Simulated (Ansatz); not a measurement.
The relaxed structure here is a generated cell of Sb: the first start was made by placing the elements on the sites of a structure type, and the end was not matched to a known phase here, so it may be hypothetical. Known forms of Sb include space group No. 166.

The end point of a relaxation of Sb. Method: PBEsol (plane waves to 420 eV, PAW, scalar-relativistic; Ansatz, a first-principles code).

```cif
data_Sb
_chemical_formula_sum 'Sb1'
_space_group_name_H-M_alt 'P 1'
_space_group_IT_number 1
_cell_length_a 3.05940
_cell_length_b 3.05940
_cell_length_c 3.05940
_cell_angle_alpha 90.000
_cell_angle_beta 90.000
_cell_angle_gamma 90.000
loop_
_space_group_symop_operation_xyz
  'x, y, z'
loop_
_atom_site_label
_atom_site_type_symbol
_atom_site_fract_x
_atom_site_fract_y
_atom_site_fract_z
_atom_site_occupancy
Sb1 Sb 0.50000 0.50000 0.50000 1
```

Question: Find the space group and the Wyckoff positions (tolerance 0.01 Å).

Answer: Space group Pm-3m (No. 221); a = 3.0594 Å, b = 3.0594 Å, c = 3.0594 Å, α = 90.00°, β = 90.00°, γ = 90.00°

| atom | site | symmetry | x | y | z |
|---|---|---|---|---|---|
| Sb | 1b | m-3m | 0.5000 | 0.5000 | 0.5000 |

This is the AFLOW prototype A_cP1_221_a (A_h).

Question: Give the shortest distances between elements (the closest pairs, up to four, under 3.6 Å).

Answer: Sb–Sb 3.06 Å.

- Volume per atom: 28.64 Å³
- Band gap: no gap (metallic)

No spin polarisation in the result. The relaxed primitive cell holds an odd number of electrons. A magnetic state may lie lower.

The run could not lose the symmetry of its start, so the end can be a saddle point.
